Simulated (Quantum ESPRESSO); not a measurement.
# Planted mistakes on one cell of AlGa6InP8

The results below are calculated, not measured. They come from pw.x of Quantum ESPRESSO 7.5, a plane-wave density functional program, with PseudoDojo standard norm-conserving files (v0.5 for PBE, v0.4.1 for LDA and PBEsol). The cells are made up: elements, strain and atom displacements were drawn at random, and nothing was relaxed. There is no spin polarisation, spin-orbit coupling or dispersion term.

The cell has 16 sites of a zincblende or diamond lattice (two cubes along c). Sites 1 to 8 hold Al Ga Ga Ga Ga In Ga Ga; sites 9 to 16 hold P P P P P P P P. Cell vectors in Å: (5.708, 0.005, 0.040); (0.005, 5.708, 0.025); (0.080, 0.049, 11.222). Settings: PBE, cutoff 1088 eV, 4 x 4 x 2 k mesh shifted by half a step, Fermi-Dirac smearing of 0.025 eV.

The intended run has a self-consistency threshold of 1e-07 eV, a smearing term of 0.000 eV, a pressure of -1.83 GPa and 13 iterations. Each further run changes one thing: all lengths scaled by 1.0063; atoms of sites 7 and 15 exchanged; cutoff 650 eV; files of PBEsol; k mesh 1 x 1 x 1; one electron removed; threshold 0.7 eV. A coarse mesh keeps the shift, and a charged cell sits in a uniform background.

```
run  change of free energy (eV)  smearing term -TS (eV)  change of P (GPa)  largest change of a force component (eV/Å)  iterations
  A                       2.919                  -0.007               1.11                                       0.842          14
  B                      57.258                   0.000            -149.87                                       0.019          13
  C                      25.576                   0.000              -2.48                                       0.122          12
  D                       4.591                   0.000               1.89                                       0.227          13
  E                      -6.035                  -0.010              -4.88                                       0.173          14
  F                       0.104                   0.000              -1.11                                       0.151          13
  G                       0.297                   0.000               0.66                                       2.064           4
```

A rerun of the intended cell at 1377 eV and k mesh 6 x 6 x 4 moved values by no more than 0.020 eV in the cell's energy, 0.03 GPa in stress and 0.003 eV/Å in force.

Question: which change belongs to which run?

## Worked reading

Run G has the fewest iterations, as a run stopped early does. Run B has a higher energy and the largest fall in pressure, as too small a basis gives. Run F changes the volume by a factor of 1.0190; minus its pressure change over the logarithm of that factor, 59 GPa, is a rough bulk modulus with clamped atoms. Energies from files of another functional, or of a charged cell, have another zero and say nothing on stability; the pressure of a charged cell rests on the program's zero of potential too.

## Key

```
run                             change
  A  atoms of sites 7 and 15 exchanged
  B                      cutoff 650 eV
  C                    files of PBEsol
  D                   k mesh 1 x 1 x 1
  E               one electron removed
  F       all lengths scaled by 1.0063
  G                   threshold 0.7 eV
```